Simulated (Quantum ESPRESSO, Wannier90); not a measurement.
## Wannier functions of InSb (zinc blende)

```yaml
crystal:
  lattice:
    - [0.00000, 3.31661, 3.31661]
    - [3.31661, 0.00000, 3.31661]
    - [3.31661, 3.31661, 0.00000]
  atoms:
    - { symbol: In, position: [0.00000, 0.00000, 0.00000] }
    - { symbol: Sb, position: [0.75000, 0.75000, 0.75000] }
```

Structure: Materials Project mp-20012, symmetrised, not relaxed again. COD (Crystallography Open Database) has an entry of this formula and space group (matched by these alone). Method: PBEsol plane waves in Quantum ESPRESSO 7.5 (PseudoDojo norm-conserving files, 64 Ry, no spin polarisation, no spin-orbit coupling), Bloch states on a 8×8×8 mesh through Γ, Wannier90 4.0.1. Density: 8×8×8 mesh, Gaussian smearing 0.01 Ry. Spin-orbit coupling is left out although heavy elements are present.

Valence charges of the files: In 13, Sb 15. 25 bands were computed.

Isolated groups of bands, relative to the Fermi level (bands from 12 on overlap up to the last one computed):

```csv
bands,from (eV),to (eV),filling,weight on atomic waves
1–5,-28.53,-28.52,filled,Sb 4d 100 %
6–10,-14.56,-14.42,filled,In 4d 99 %
11,-10.38,-8.64,filled,"Sb 5s 64 %, In 5p 20 %, In 5s 12 %"
```

Wanted is a model with the orbitals In s p, Sb s p, without the filled groups that are mainly made of other shells (semicore states, and anion s where it isn't named); all higher bands stay in for disentanglement.

Q: Give num_wann, exclude_bands and num_bands, and the number of electrons that the model holds.

A: Electrons: 1×13 + 1×15 = 28, or 14.0 bands' worth; no gap over 0.05 eV opens at the Fermi level at this level of theory.
num_wann = 1×4 + 1×4 = 8.
exclude_bands = 1-10, 10 bands, so num_bands = 25 − 10 = 15.
The model holds 28 − 2×10 = 8 electrons. With the window frozen to 1.50 eV it follows pw.x to 6.0 meV rms (states up to 1.0 eV relative to the Fermi level).
